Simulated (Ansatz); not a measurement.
YN:
```xyz
2
Lattice="0.0000 2.6393 2.6393 2.6393 0.0000 2.6393 2.6393 2.6393 0.0000" Properties=species:S:1:pos:R:3 pbc="T T T"
N      3.9590     3.9590     3.9590
Y      0.0000     0.0000     0.0000
```

Relaxed with PBE.

Question: Give the Bader charges and basin volumes of the independent atoms, DFT-PBE in the program Ansatz with PAW potentials.

Answer: 

```
atom  Bader charge (e)  Bader volume (Å³)
----  ----------------  -----------------
N1               -1.87               20.7
Y2               +1.87               16.1
```

Space group F-43m (zinc blende). A made-up cell: these elements were put on the sites of a structure type; the Crystallography Open Database copy checked does not list it. COD files the formula under space group No. 225. Whether it is the stable phase at ambient conditions was not checked. The cell was relaxed with PBE under the symmetry of its start; its stability against distortions is not shown here. No spin polarisation was allowed.

Potentials: the later of the program's two PAW sets.
